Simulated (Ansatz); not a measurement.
CaZn₂Ge₂:
Space group I4/mmm (No. 139); a = b = 4.2538 Å, c = 10.5924 Å, α = β = γ = 90.00°

```json
[
 {"atom": "Ge", "site": "4e", "symmetry": "4mm", "x": "0.0000", "y": "0.0000", "z": "0.3828"},
 {"atom": "Ca", "site": "2a", "symmetry": "4/mmm", "x": "0.0000", "y": "0.0000", "z": "0.0000"},
 {"atom": "Zn", "site": "4d", "symmetry": "-4m2", "x": "0.0000", "y": "0.5000", "z": "0.2500"}
]
```
(The calculation used a cell of 5 atoms; values per cell refer to that cell.)

Relaxed at zero pressure with r²SCAN in the plane-wave PAW code Ansatz.

Problem. The volume is lowered by 9 % and shape and atoms relax at that volume. What pressure results, and how do the axes share the change?

Solution. 7.8 GPa; a -3.3 %, b -3.3 %, c -2.8 %; the energy rises by 39 meV/atom.

Problem. Give the new structure.

Solution. 
Space group I4/mmm (No. 139); a = b = 4.1155 Å, c = 10.2979 Å, α = β = γ = 90.00°

| atom | site | symmetry | x | y | z |
|---|---|---|---|---|---|
| Ge | 4e | 4mm | 0.0000 | 0.0000 | 0.3836 |
| Ca | 2a | 4/mmm | 0.0000 | 0.0000 | 0.0000 |
| Zn | 4d | -4m2 | 0.0000 | 0.5000 | 0.2500 |

The phase is kept; no other phase was compared at this pressure.

The workflow started from an entry of the Crystallography Open Database (COD). Its standing as an ambient phase is unchecked. The r²SCAN relaxation kept the symmetry of its start; its stability against distortions is not shown here.

Potentials: the later of the program's two PAW sets.
